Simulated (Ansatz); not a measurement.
Bi$_{2}$Se$_{3}$ (Bi2Te3 type, space group R-3m)

```
CELL_PARAMETERS angstrom
      2.07216     1.19636     9.48267
     -2.07216     1.19636     9.48267
      0.00000    -2.39272     9.48267
ATOMIC_POSITIONS crystal
  Bi 0.40087 0.40087 0.40087
  Bi 0.59913 0.59913 0.59913
  Se 0.00000 0.00000 0.00000
  Se 0.21052 0.21052 0.21052
  Se 0.78948 0.78948 0.78948
```

Scan: atom 3 (Se, nearest neighbour Bi at 3.069 Å; its periodic images, 4.1 Å or more away, move with it) is displaced towards the nearest neighbour, direction (-0.675, -0.390, 0.626) in Cartesian axes, by s. The other atoms stay.

These are PBE-D3(BJ) (plane waves to 420 eV, PAW, scalar-relativistic; Ansatz, an electronic-structure program) values and carry that method's errors. k mesh 8×8×8 (Γ-centred), Fermi-Dirac smearing 0.05 eV. Energies are smeared free energies. Bi2Se3 was relaxed with its symmetry unable to fall. Spin-orbit coupling is left out, though Bi is heavy. The zero of ΔE is the undisplaced structure.

Successive frames, forces in eV/Å:

| frame | ΔE (eV/cell) | F on Bi1 | F on Bi2 | F on Se3 | F on Se4 | F on Se5 |
|---|---|---|---|---|---|---|
| s = 0.122 Å | 0.030 | (-0.051, -0.029, 0.176) | (-0.002, -0.001, 0.114) | (0.267, 0.154, -0.414) | (-0.092, -0.053, 0.047) | (-0.123, -0.071, 0.076) |
| s = 0.000 Å | 0.000 | (0.000, 0.000, -0.001) | (0.000, 0.000, 0.001) | (0.000, 0.000, 0.000) | (0.000, 0.000, -0.003) | (0.000, 0.000, 0.003) |
| s = -0.122 Å | 0.030 | (0.002, 0.001, -0.114) | (0.051, 0.029, -0.176) | (-0.267, -0.154, 0.414) | (0.123, 0.071, -0.076) | (0.092, 0.053, -0.047) |

**Question.** What are the energy and the forces in the next frame, s = -0.244 Å?

**Answer.** ΔE (eV/cell) = 0.126.

| atom | Fx | Fy | Fz |
|---|---|---|---|
| Bi1 | -0.016 | -0.009 | -0.186 |
| Bi2 | 0.189 | 0.109 | -0.450 |
| Se3 | -0.601 | -0.347 | 0.886 |
| Se4 | 0.277 | 0.160 | -0.174 |
| Se5 | 0.152 | 0.088 | -0.076 |

(A displaced cell: forces are minus the slopes of the energy, force constants its curvatures, and phonons follow from these.)
